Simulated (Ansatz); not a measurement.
# Data sheet: Si (DFT)

Si:
```
CELL_PARAMETERS angstrom
      3.84371     0.00000     0.00000
     -1.92186     3.32875     0.00000
      0.00000     0.00000    18.90495
ATOMIC_POSITIONS crystal
  Si 0.00000 0.00000 0.68717
  Si 0.00000 0.00000 0.81283
  Si 0.33333 0.66667 0.85465
  Si 0.33333 0.66667 0.97920
  Si 0.66667 0.33333 0.02080
  Si 0.66667 0.33333 0.14535
  Si 0.00000 0.00000 0.18717
  Si 0.00000 0.00000 0.31283
  Si 0.66667 0.33333 0.35465
  Si 0.66667 0.33333 0.47920
  Si 0.33333 0.66667 0.52080
  Si 0.33333 0.66667 0.64535
```

Space group P6_3/mmc (No. 194); conventional cell a = b = 3.844 Å, c = 18.905 Å, α = β = 90.00°, γ = 120.00°.

Method: DFT-r²SCAN in the program Ansatz with PAW potentials. Structure relaxed to zero pressure with the same functional. Other levels are named where they apply.

**Cell and energy**

```yaml
volume_per_atom: 20.16 Å³
density: 2.31 g/cm³
```

**Electronic structure**

```yaml
band_gap: 0.77 eV (indirect)
valence_band_maximum: at Γ
conduction_band_minimum: on the Γ–M line, 85 % of the way from Γ (6 equivalent valleys)
smallest_direct_gap_on_the_standard_path: 1.67 eV
electron_effective_mass: 0.12, 1.2, 2.0 mₑ (principal values)
Hole effective mass, band 1 of 2 at the edge: 0.79 along x, 0.61 along z (mₑ)
Hole effective mass, band 2 of 2 at the edge: 0.13 along x, 0.61 along z (mₑ)
HSE06 gap on the r²SCAN cell: 1.15 eV
```

**Mechanics**

```yaml
Bulk modulus (Birch–Murnaghan fit): 96.7 GPa
Pressure derivative B′: 4.2
Elastic constants (relaxed ions, GPa): C11 = 195, C12 = 54.6, C13 = 40.2, C33 = 212, C44 = 58.8
mechanical_stability: stable (all eigenvalues of C positive)
hill_bulk_and_shear_moduli: 97.0 and 68.1 GPa
Young's modulus: 166 GPa
Poisson's ratio: 0.22
debye_temperature_from_the_elastic_constants: 656 K
```

The start of the workflow was typed in or built on a structure type; the Crystallography Open Database copy checked does not list it. It is not the phase usual at ambient conditions (space group No. 227). The r²SCAN relaxation kept the symmetry of its start; its stability against distortions is not shown here.

Potentials: the later of the program's two PAW sets.
